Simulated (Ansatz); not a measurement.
## What settings do to one calculation: Ba started on an Al site next to a P vacancy in zincblende AlP, 15 atoms, charge 0

Ansatz (PAW, plane waves), atoms fixed. The base input:

```yaml
crystal:
  lattice:
    - [10.940000, 0.000000, 0.000000]
    - [0.000000, 5.470000, 0.000000]
    - [0.000000, 0.000000, 5.470000]
  atoms:
    - { symbol: Al, position: [0.999249, 0.000976, 0.999813] }
    - { symbol: Al, position: [0.497389, 0.989762, 0.002843], spin: 0.286 }
    - { symbol: Al, position: [0.248432, 0.505231, 0.996042] }
    - { symbol: Al, position: [0.743662, 0.501589, 0.010661], spin: 0.286 }
    - { symbol: Al, position: [0.250093, 0.993847, 0.496620] }
    - { symbol: Al, position: [0.748234, 0.017362, 0.509197], spin: 0.286 }
    - { symbol: Al, position: [0.994397, 0.503227, 0.490699] }
    - { symbol: P, position: [0.125446, 0.258916, 0.240309] }
    - { symbol: P, position: [0.379602, 0.757503, 0.245357], spin: 0.286 }
    - { symbol: P, position: [0.874361, 0.741130, 0.246762] }
    - { symbol: P, position: [0.374205, 0.255363, 0.746038], spin: 0.286 }
    - { symbol: P, position: [0.869428, 0.252690, 0.742202] }
    - { symbol: P, position: [0.124609, 0.739719, 0.742002] }
    - { symbol: P, position: [0.623708, 0.749267, 0.747245], spin: 0.286 }
    - { symbol: Ba, position: [0.498836, 0.492679, 0.497702], spin: 0.286 }
kpoints:
  mp_grid: { grid: [2, 2, 2], shift: [0.5, 0.5, 0.5] }
hamiltonian:
  xc: pbesol
magnetization:
  spin_polarized: true
scf:
  occupations: { method: fermi_dirac, width: 0.01 }
output:
  forces: true
  eigenvalues: true
  stress: true
  populations: true
  write_density: true
  write_potential: true
  elf: true
  volumetric_format: npy
```

Command:

```sh
ansatz run in.yaml --threads 8 --pin off --max-ram 13300MiB --runs-dir r --events-out ev --progress --plain
```

It converged in 15 iterations and 2.8 s of wall time on a shared host; largest force component 5.19 eV/Å, pressure 7.27 GPa. The cutoff was the default, 420 eV. The base isn't a converged reference: it has few k points, and its atoms are unrelaxed. Each run below changes the keys shown and caps the iterations.

| run | changed | ending | iterations | free energy less the base (meV per atom) | rms change of forces (eV/Å) | change of pressure (GPa) | wall time (s, shared host) |
| --- | --- | --- | --- | --- | --- | --- | --- |
| 1 | occupations tetrahedron, mixing algorithm msr1, width 0.001 eV, max_iter 80 | converged | 15 | 0.0 | 0.000 | 0.00 | 2.3 CPU |
| 2 | initial_magnetization 4, max_iter 70 | converged | 17 | 0.0 | 0.000 | 0.00 | 2.7 CPU |
| 3 | accuracy low (cutoff and grids as in the base), max_iter 60 | converged | 15 | 0.0 | 0.000 | 0.00 | 2.3 CPU |
| 4 | dr2_threshold 1e-12, max_iter 60, k points a 2×2×2 mesh centred on Γ | converged | 17 | -0.5 | 0.088 | -0.11 | 2.3 CPU |
| 5 | max_iter 80, k points a 2×2×2 mesh centred on Γ | converged | 14 | -0.5 | 0.088 | -0.11 | 2.2 CPU |
| 6 | dispersion d3bj, max_iter 90, total_charge 6 | converged | 25 | other zero | 1.206 | 5.62 | 3.1 CPU |
| 7 | accuracy low (cutoff and grids as in the base), max_iter 90 | converged | 15 | 0.0 | 0.000 | 0.00 | 2.7 CPU |
| 8 | xc_grid 1 (2 is the default), max_iter 70 | converged | 15 | 0.0 | 0.000 | 0.00 | 2.6 CPU |

«Other zero»: another functional, charge or dispersion term moves the zero of energy, so the difference says nothing of accuracy.

**Question.** Which changes leave the result alone, and which of the same physical model moves the forces most?

**Answer.** The forces move by under 0.002 eV/Å in runs 1, 2, 3, 7, 8. Run 4 (dr2_threshold 1e-12, max_iter 60, k points a 2×2×2 mesh centred on Γ) moves them most among the runs with the same functional, charge and dispersion term, by 0.088 eV/Å.
